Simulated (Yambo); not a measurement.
G0W0@PBEsol for KMgH₃ (cubic perovskite, space group Pm-3m, No. 221) in Yambo. Reference settings: 4×4×4 Γ-centred k mesh, bands 5 to 115 and a 8 Ry block in the screening, 115 bands in G with the Bruneval-Gonze terminator, plasmon pole fitted at 27.2 eV. The PBEsol gap X → R on this mesh is 2.33 eV; G0W0 gaps are taken between the same points.

| change from the reference | G0W0 gap X → R (eV) | shift of the valence edge (eV) |
|---|---|---|
| reference settings | 4.64 | -1.51 |
| 51 bands in W | 4.58 | -1.33 |
| 73 bands in G, no terminator | 4.58 | -1.37 |
| 7 Ry block | 4.63 | -1.50 |
| 3 Ry block | ? | -1.25 |
| 42 bands in G, no terminator | ? | -1.12 |
| 73 bands in G | 4.63 | -1.49 |
| 42 bands in G | 4.62 | -1.45 |

### Question
Estimate the withheld gaps from the other rows; the computed values follow.

### Answer

- 3 Ry block, G0W0 gap X → R (eV): 4.38
- 42 bands in G, no terminator, G0W0 gap X → R (eV): 4.50

The reference isn't shown to be the converged limit.

Geometry of the Materials Project entry, not relaxed at this level; primitive cell a = 3.988 Å, b = 3.988 Å, c = 3.988 Å, α = 90.00°, β = 90.00°, γ = 90.00°.

A shift is the quasiparticle energy of the state minus its PBEsol energy.
